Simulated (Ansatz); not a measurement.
A 6-atom cell of CsLi2Br3 (Immm) from a materials database, relaxed with r2SCAN, was run in Ansatz 0.2.0 under altered settings. All numbers are computed, without spin polarisation but where a row says otherwise.

```
Cs Li Br
1.0
    -2.33541    2.82593    6.63589
     2.33541   -2.82593    6.63589
     2.33541    2.82593   -6.63589
Cs Li Br
1 2 3
Cartesian
  2.3354 0.0000 0.0000
  2.3354 0.0000 4.0930
  0.0000 2.8259 2.5429
  0.0000 0.0000 10.3419
  0.0000 0.0000 2.9299
  0.0000 2.8259 0.0000
```

The base run's other keys:
```yaml
kpoints:
  mp_grid: { grid: [4, 4, 4] }
hamiltonian:
  xc: hse06
scf:
  occupations: { method: fixed }
  n_extra_bands: 5
```

It takes 13 iterations with 3441 plane waves at 420 eV and 18 k points, and leaves a mean stress of +0.16 GPa. The gap over this mesh is 5.506 eV. It ran on 4 threads of Arm Neoverse N1, on a shared host.

Outcomes, with energy and stress as changes against the base:
```tsv
setting	outcome	ΔF (meV/atom)	Δ mean stress (GPa)	gap on the mesh (eV)	iterations	wall time
hamiltonian.xc: cam_b3lyp	cut off	–	–	–	16	2.5 min
scf.occupations: gaussian 0.05	converged	0.0	0.0	5.506	13	96 s
```
A dash marks a value that wasn't obtained or can't be compared. «Cut off» means the job's short time limit, which needn't be the setting's fault. Stress is positive in compression. The base took 85 s.

- hamiltonian.xc: cam_b3lyp. It was cut off at its time limit, after 16 iterations (the base needs 13).

Within 1 meV an atom, 0.1 GPa and 0.005 eV of the base stay: scf.occupations: gaussian 0.05.

Spin-orbit coupling is left out.

The stress of a hybrid is loosely converged in these runs.
